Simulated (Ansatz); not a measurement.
The cell below belongs to a search over invented structures; it isn't taken from experiment.

Input and command of a plane-wave DFT calculation in Ansatz:

```yaml
crystal:
  lattice:
    - [-0.0465924985, 3.9281070842, 4.0073427862]
    - [3.9411807487, -0.079735353, 4.0404856407]
    - [3.8898102342, 3.9098794242, -0.0283648385]
  atoms:
    - { symbol: Ge, position: [0.0186009803, 0.9821962698, 0.0028416893] }
    - { symbol: Ir, position: [0.521326361, 0.4905095824, 0.5176362718] }
    - { symbol: Pt, position: [0.4874400752, -0.0028240529, 1.016992706] }
    - { symbol: Pt, position: [-0.0292284528, 0.533864726, 1.0054740395] }
    - { symbol: Pt, position: [-0.0244215705, 1.0284603284, 0.5027897838] }
    - { symbol: Pt, position: [0.5109494191, 0.4997191203, 0.958674914] }
    - { symbol: Pt, position: [-0.0109755497, 0.4817886041, 0.4987868657] }
    - { symbol: Pt, position: [0.5263087374, -0.0137145781, 0.4968037299] }
basis:
  ecutwfc: 420
kpoints:
  mp_grid: { grid: [6, 6, 6] }
hamiltonian:
  xc: pbe
scf:
  occupations: { method: gaussian, width: 0.2 }
  lower_state_search: "off"
output:
  forces: true
  stress: true
  eigenvalues: true
relax:
  adjacent_minimum: "off"
  f_tol: 0.025
  max_steps: 60
  cell: { stress_tol: 0.25 }
```

```bash
ansatz run input.yaml --threads 1 --pin off --max-ram 2560MiB --backend cpu --events-out ev --progress --plain --runs-dir out
```

Processor: Arm Neoverse V1, 1 thread, on a host shared with other jobs.

Task: Estimate time, memory and problem size.

Result: About 12 min, peak memory 1 GiB. It solves 84 bands at 112 k points (after reduction by symmetry) with about 2421 plane waves (on the last cell), in 33 SCF iterations over 5 ionic steps.
